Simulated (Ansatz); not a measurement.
Co₂N (space group Pnnm)

Space group Pnnm (No. 58); a = 4.2236 Å, b = 4.4831 Å, c = 2.7927 Å, α = β = γ = 90.00°

```json
[
 {"atom": "Co", "site": "4g", "symmetry": "..m", "x": "0.2302", "y": "0.1754", "z": "0.5000"},
 {"atom": "N", "site": "2a", "symmetry": "..2/m", "x": "0.0000", "y": "0.0000", "z": "0.0000"}
]
```

This relaxed cell (volume V₀) is scaled evenly in all directions, its shape held. The atoms relax within the cell's symmetry.

Computed with PBEsol (plane waves to 420 eV, PAW, scalar-relativistic; Ansatz, a first-principles code). k mesh 11×11×17 (Γ-centred), Fermi-Dirac smearing 0.05 eV. E stands for the smeared free energy. Compression counts positive. Co2N is run without spin polarisation. Co2N was relaxed with its symmetry unable to fall. ΔE is measured from the relaxed starting cell.

Task: Give the computed ΔE (meV/atom) and P (GPa) at V/V₀ = 0.840, 0.880, 0.920, 0.960, 1.040, 1.080, 1.120, 1.160.

Result: 
```
V/V₀   ΔE (meV/atom)  P (GPa)
-----  -------------  -------
0.840            276     73.9
0.880            142     48.5
0.920             58     28.5
0.960             13     12.6
1.040             12    -10.2
1.080             43    -18.2
1.120             90    -24.7
1.160            151    -29.8
```

(A scan under strain: stresses follow from slopes of the energy per volume, elastic moduli from its curvatures.)
